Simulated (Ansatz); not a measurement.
# Au (Fm-3m), tetragonal deformation path

Computed with DFT LDA, scalar-relativistic, plane waves, PAW (Ansatz). Cutoff 420 eV, Γ-centred 22×22×22 k-points, Gaussian smearing of 0.15 eV. Spin–orbit coupling is left out, which can shift energies with elements as heavy as these. No spin polarisation. Energies are free energies at this smearing, counted from the undisturbed cell; pressure is positive in compression.

The starting cell (as given, not relaxed at this level; it stands at -5.6 GPa):

```
Au
1.0
     0.00000    2.04550    2.04550
     2.04550    0.00000    2.04550
     2.04550    2.04550    0.00000
Au
1
Cartesian
  0.0000 0.0000 0.0000
```

At fixed volume and fractional coordinates, lengths along (0.000, 0.000, 1.000) are scaled against those across it; ρ is that ratio over its starting value. The cell is metallic on the mesh throughout. At ρ = 0.707 the cell becomes cubic (Im-3m), and there the slope of the energy vanishes by symmetry.

```
    ρ  ΔE (meV/atom)
0.707           18.1
0.780           15.6
0.850           10.9
0.920            5.0
1.000            0.0
1.100           10.9
1.200           53.8
1.300          141.3
1.414          302.0
```